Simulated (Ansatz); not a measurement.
Data:

HfGe2:
```
HfGe2
1.0
    4.40894     0.00000     0.00000
   -2.20447     3.81825     0.00000
    0.00000     0.00000     3.40233
Hf Ge
1 2
Direct
  0.00000   0.00000   0.00000
  0.33333   0.66667   0.50000
  0.66667   0.33333   0.50000
```

This is the PBE-relaxed structure.

Q: All from plane-wave PAW PBE (Ansatz code), unless another level is named. Predict the electronic character.

A: metallic (no gap).

Q: What about the formation energy from the elements (no fitted shifts)?

A: 0.050 eV/atom.

Q: Next, the density of states at the Fermi level?

A: 0.53 states/eV per atom (mean over ±0.08 eV).

Space group P6/mmm. The cell is a constructed one: a structure type filled with these elements; neither database checked (COD, Materials Project) lists it. COD files the formula under space group No. 63, so this cell is another polymorph or a model. Whether it is the stable phase at ambient conditions was not checked. The PBE relaxation kept the symmetry of its start; whether a distortion lowers the energy is not shown. No spin polarisation was allowed. The references are the lowest solids computed at this level, not always the standard phases. Scalar-relativistic: spin–orbit coupling is off unless named, which matters more the heavier the elements.

Potentials: the later of the program's two PAW sets.
